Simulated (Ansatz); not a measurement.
Sb:
```
CELL_PARAMETERS angstrom
      2.17086     1.25335     3.86918
     -2.17086     1.25335     3.86918
      0.00000    -2.50669     3.86918
ATOMIC_POSITIONS crystal
  Sb 0.23134 0.23134 0.23134
  Sb 0.76866 0.76866 0.76866
```

Relaxed with r²SCAN.

Question: Decompose the optical modes at the zone centre into irreducible representations, and say which are infrared and Raman allowed.

Answer: Point group -3m: Γ_opt = A1g + Eg. Infrared: none. Raman: A1g, Eg.

Question: Assign frequencies (DFPT, r²SCAN in the plane-wave PAW code Ansatz).

Answer: Eg 112, A1g 156 cm⁻¹.

Space group R-3m (A7 (α-As type)). The r²SCAN relaxation kept the symmetry of its start; of distortions, only those at the zone centre were tested. As this level gives no gap, phonon frequencies hold no LO–TO term and depend on the k-mesh and smearing (Fermi–Dirac, 0.1 eV here). Spin–orbit coupling is left out wherever it is not named.

Potentials: the later of the program's two PAW sets.
